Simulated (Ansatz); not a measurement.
An Ansatz (a program for electronic structure) input:

Ansatz 0.2 input:
```yaml
crystal:
  lattice:
    - [7.5704071671, 0.0, 0.0]
    - [0.0, 7.5704071671, 0.0]
    - [0.0, 0.0, 7.5704071671]
  atoms:
    - { symbol: Ga, position: [0.25, 0.0, 0.5] }
    - { symbol: Ga, position: [0.5, 0.25, 0.0] }
    - { symbol: Ga, position: [0.5, 0.75, 0.0] }
    - { symbol: Ga, position: [0.75, 0.0, 0.5] }
    - { symbol: Ga, position: [0.0, 0.5, 0.75] }
    - { symbol: Ga, position: [0.0, 0.5, 0.25] }
    - { symbol: Sb, position: [0.25, 0.5, 0.0] }
    - { symbol: Sb, position: [0.0, 0.25, 0.5] }
    - { symbol: Sb, position: [0.0, 0.75, 0.5] }
    - { symbol: Sb, position: [0.75, 0.5, 0.0] }
    - { symbol: Sb, position: [0.5, 0.0, 0.75] }
    - { symbol: Sb, position: [0.5, 0.0, 0.25] }
kpoints:
  mp_grid: { grid: [3, 3, 3] }
  band_path:
    path:
      - [[0.0, 0.0, 0.0], [0.0, 0.5, 0.0], [0.5, 0.5, 0.0], [0.0, 0.0, 0.0], [0.5, 0.5, 0.5], [0.0, 0.5, 0.0]]  # Γ-X-M-Γ-R-X
      - [[0.5, 0.5, 0.5], [0.5, 0.5, 0.0]]  # R-M
      - [VBM, CBM]
    npoints: 12
hamiltonian:
  xc: r2scan
  pseudopotentials: { azcp: { folder: ./paw }, kind: paw_fr }
magnetization: { noncollinear: true, spin_orbit: true }
scf:
  n_extra_bands: 24
  convergence: { dr2_threshold: 0.0000000001 }
  occupations: { method: gaussian, width: 0.01 }
checkpoint: { write: soc.run }
output: { eigenvalues: true }
```

Q: How many symmetry operations and irreducible k-points will the run report?

A: 48 operations, 4 of 27 k-points.

Q: With a cutoff of 500 eV, how many plane waves at Γ?

A: 11067.

It took very roughly 110 core-minutes on shared server cores.

Space group Pm-3n. The start of the workflow was typed in or built on a structure type; neither database checked (COD, Materials Project) lists it. It is not the phase usual at ambient conditions (space group No. 216). The cell was relaxed with r²SCAN under the symmetry of its start; its stability against distortions is not shown here. The volume moved by 29 % from the start of the relaxation.

Potentials: the earlier of the program's two PAW sets. The files were generated under PBE; for other functionals the program regenerates the frozen cores, and for LDA and PBEsol the local potential too.

Ansatz is a plane-wave DFT program.
